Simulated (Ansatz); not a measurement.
## RbYPt, a known structure type with other elements, at an estimated volume

```xyz
9
Lattice="4.1490 7.1863 0.0000 -4.1490 7.1863 0.0000 0.0000 0.0000 4.0173" Properties=species:S:1:pos:R:3 pbc="T T T"
Pt    0.0000    0.0000    2.0086
Rb   -2.1160    7.1863    0.0000
Rb    3.1325    5.4257    0.0000
Rb   -1.0165    1.7606    0.0000
Pt   -0.0004    4.7911    0.0000
Pt    0.0004    9.5815    0.0000
Y     0.7053    7.1863    2.0086
Y     1.7218    2.9823    2.0086
Y    -2.4272    4.2040    2.0086
```

Single point in Ansatz 0.2.0 with r2SCAN, no spin polarisation. Cutoff 500 eV, PAW datasets, 4×4×6 Γ-centred k mesh, gaussian filling (width 0.013 eV).

**Question.** Which atom feels the largest force, and which way?

**Answer.** The largest is on Rb3 (and as large on other atoms): 0.80 eV/Å, components (-0.40, -0.69, 0.00). It makes 135° with the line to a nearest neighbour, Pt1 at 2.86 Å, pointing away from it.

**Question.** Is the cell too large or too small?

**Answer.** The pressure is 3.1 GPa (compression positive), so with the atoms held at these fractions the cell would first expand; the forces are large, so a full relaxation may end otherwise. The principal stresses 1.5, 1.5, 6.4 GPa differ, so its shape would change too.

**Question.** Describe some of the short contacts.

**Answer.** Pt–Rb at 2.86 Å: least valence density 0.25 e/Å³ and ELF 0.12 there. Pt–Y at 3.20 Å: least valence density 0.17 e/Å³ and ELF 0.18 there. Y–Rb at 3.46 Å: least valence density 0.06 e/Å³ and ELF 0.04 there. These are pseudo-fields; inside the PAW spheres they differ from the all-electron ones.

**Question.** What happens at the Fermi level?

**Answer.** It is a metal, with about 4.4 states/eV a cell as the mean within 0.25 eV of the Fermi level, mostly Y d (60 %) and Rb s (12 %).

**Question.** Give the Bader charges.

**Answer.** Bader charges in e: Rb +0.47, Y +1.56, Pt -2.26 to -1.57. In the mean Y gives up most and Pt takes most.

Origin: a known structure type with other elements, at an estimated volume, so it need not be a known compound.
